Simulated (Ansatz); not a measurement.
ZnO (wurtzite, P6_3mc), plane-wave PAW PBE (Ansatz code), all energies at zero smearing, with the estimated change up to a 700 eV cutoff added, with one set of potentials and settings (totals compare only within such a set). Cell of 4 atoms (2 Zn, 2 O): -7773.715 eV.

```json
[
 {"element": "Zn", "reference phase": "C2/m, 3 atoms in the cell", "E (eV/atom)": "-3319.0295"},
 {"element": "O", "reference phase": "C2/m, 4 atoms in the cell, spin-polarised", "E (eV/atom)": "-565.0000"}
]
```

Formation energy per atom, worked out: (-7773.715 − 2×(-3319.0295) − 2×(-565.0000))/4 = -1.414 eV/atom (-136 kJ per mol of atoms), at 0 K, without zero-point energy or fitted corrections.

The PBE relaxation kept the symmetry of its start. The references are the lowest solids computed at this level, not always the standard phases (solids in place of the gases).

Potentials: the later of the program's two PAW sets.
